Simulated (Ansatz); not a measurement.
SbPd (NiAs type, space group No. 194) at seven volumes, LDA (plane waves, PAW; program Ansatz), shape and atoms relaxed at each. One row is withheld.

```csv
V (Å³/atom),P (GPa)
17.909,15.71
18.500,9.52
19.090,?
19.681,0.00
20.271,-3.64
20.861,-6.65
21.452,-9.12
```

Question: Fit the shown pressures and predict the withheld one.

Answer: Third-order Birch–Murnaghan: P = (3/2)B₀(x^(7/2) − x^(5/2))[1 + (3/4)(B′ − 4)(x − 1)] with x = (V₀/V)^(2/3). Least squares on the six rows gives V₀ = 19.679 Å³/atom, B₀ = 131.6 GPa, B′ = 5.02. At V = 19.090, x = 1.0205 and P = 4.32 GPa. The run itself gave 4.33 GPa.

Space group P6_3/mmc (NiAs type). The first step of the workflow began from a Materials Project structure, measured or hypothetical; the Crystallography Open Database files this formula in space group No. 194, but the cells were not matched. Whether it is the stable phase at ambient conditions was not checked. The cell was relaxed with LDA under the symmetry of its start; whether a distortion lowers the energy is not shown. The run is not spin-polarised. Spin–orbit coupling is left out wherever it is not named.

Potentials: the later of the program's two PAW sets.
